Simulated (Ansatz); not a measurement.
## Ba$_{2}$Cd, one cell by several methods

```yaml
crystal:
  lattice:
    - [-2.13600, 2.13600, 7.60000]
    - [2.13600, -2.13600, 7.60000]
    - [2.13600, 2.13600, -7.60000]
  atoms:
    - { symbol: Ba, position: [0.37000, 0.37000, 0.00000] }
    - { symbol: Ba, position: [0.63000, 0.63000, 0.00000] }
    - { symbol: Cd, position: [0.00000, 0.00000, 0.00000] }
```

Atom numbers follow the list: Ba1, Ba2, Cd3.

The cell is COD entry 1542138, as deposited and not checked against the literature; nothing was relaxed.

Spin–orbit coupling is left out, though it moves levels of the heavy atoms by tenths of an eV or more.

Levels of theory: DFT, PBEsol, PAW with Ansatz's default frozen-core files, scalar-relativistic (Ansatz 0.2.0); DFT, PBEsol, all-electron LAPW, scalar-relativistic (Ansatz 0.2.0).

For PAW: a Γ-centred 14×14×14 k mesh, Fermi–Dirac smearing of 0.05 eV, cutoff 420 eV, no spin polarisation; the PAW files were made with PBE, and the program remakes their frozen cores for this functional. LAPW targets a basis error of 0.5 meV/atom. The Ansatz runs share mesh, smearing and spin set-up. Plane-wave (PAW) pressures include the program's estimate of the Pulay term.

Stress and pressure are positive in compression.

Levels count from the Fermi level.

PAW results:

```
                      quantity     PAW
                pressure (GPa)   -0.82
               stress xx (GPa)   -0.85
               stress zz (GPa)   -0.76
highest filled level at S (eV)  -0.227
  lowest empty level at S (eV)   0.540
highest filled level at Γ (eV)  -0.343
  lowest empty level at Γ (eV)   0.614
```

What does all-electron LAPW give for the same quantities?


```
                      quantity    LAPW
                pressure (GPa)   -0.82
               stress xx (GPa)   -0.85
               stress zz (GPa)   -0.76
highest filled level at S (eV)  -0.227
  lowest empty level at S (eV)   0.540
highest filled level at Γ (eV)  -0.343
  lowest empty level at Γ (eV)   0.614
```
